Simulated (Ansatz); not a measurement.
Relaxation path: WC (WC type)

DFT, PBE, PAW with Ansatz's default frozen-core files, scalar-relativistic (Ansatz 0.2.0); a Γ-centred 17×17×15 k mesh, Fermi–Dirac smearing of 0.08 eV, no spin polarisation. The run relaxes cell and atoms at a target pressure of 280 GPa.

Command: `ansatz run input.yaml --threads 1 --pin off --max-ram 3584MiB --backend cpu --events-out ev --progress --plain --runs-dir out` It took 19 s on 1 thread of Intel(R) Xeon(R) 6975P-C (Granite Rapids), on a shared host, peak memory 0.43 GiB.

```yaml
crystal:
  lattice:
    - [2.587811657, 0.0, 0.0]
    - [-1.2939058285, 2.2411106351, 0.0]
    - [0.0, 0.0, 2.5360554238]
  atoms:
    - { symbol: W, position: [0.0, 0.0, 0.0] }
    - { symbol: C, position: [0.3333333333, 0.6666666667, 0.5] }
kpoints:
  mp_grid: { grid: [17, 17, 15] }
scf:
  occupations: { method: fermi_dirac, width: 0.08 }
hamiltonian:
  xc: pbe
  pseudopotentials: { kind: paw }
output:
  forces: true
  stress: true
  eigenvalues: true
relax:
  f_tol: 0.005
  max_steps: 40
  cell: { p_target: 280.0, stress_tol: 0.14 }
```

Each step lists its enthalpy F + pV a cell above the last geometry, the pressure, the cell vectors (Å), and Cartesian positions (Å) with forces (eV/Å).

The first step:

```
step 1  dH = 21.24 meV  P = 288.4 GPa
  cell 2.5878 0.0000 0.0000  -1.2939 2.2411 0.0000  0.0000 0.0000 2.5361
  W 0.0000 0.0000 0.0000   0.0000 0.0000 0.0000
  C 0.0000 1.4941 1.2680   0.0000 0.0000 0.0000
```

Spin–orbit coupling is left out, which matters for the heavy atoms.

Q: Where does the relaxation end, and by which steps?

A: After 5 geometries, with conventional a, b, c = 2.574, 2.574, 2.575 Å, at 7.391 Å³/atom (+0.50 % against the start) in space group P-6m2, with a shortest distance of 1.967 Å. The further steps:
```
step 2  dH = 5.21 meV  P = 280.6 GPa
  cell 2.5641 0.0000 0.0000  -1.2821 2.2206 0.0000  0.0000 0.0000 2.5935
  W 0.0000 0.0000 0.0000   0.0000 0.0000 0.0000
  C 0.0000 1.4804 1.2967   0.0000 0.0000 0.0000
step 3  dH = 0.05 meV  P = 279.2 GPa
  cell 2.5746 0.0000 0.0000  -1.2873 2.2297 0.0000  0.0000 0.0000 2.5764
  W 0.0000 0.0000 0.0000   0.0000 0.0000 0.0000
  C 0.0000 1.4865 1.2882   0.0000 0.0000 0.0000
step 4  dH = -0.01 meV  P = 280.2 GPa
  cell 2.5742 0.0000 0.0000  -1.2871 2.2293 0.0000  0.0000 0.0000 2.5753
  W 0.0000 0.0000 0.0000   0.0000 0.0000 0.0000
  C 0.0000 1.4862 1.2876   0.0000 0.0000 0.0000
step 5  dH = 0.00 meV  P = 280.0 GPa
  cell 2.5743 0.0000 0.0000  -1.2872 2.2294 0.0000  0.0000 0.0000 2.5755
  W 0.0000 0.0000 0.0000   0.0000 0.0000 0.0000
  C 0.0000 1.4863 1.2877   0.0000 0.0000 0.0000
step 6  dH = -0.28 meV  P = 280.0 GPa  (same geometry on a basis chosen anew; earlier energies don't compare to the last digit)
  cell 2.5743 0.0000 0.0000  -1.2872 2.2294 0.0000  0.0000 0.0000 2.5755
  W 0.0000 0.0000 0.0000   0.0000 0.0000 0.0000
  C 0.0000 1.4863 1.2877   0.0000 0.0000 0.0000
```
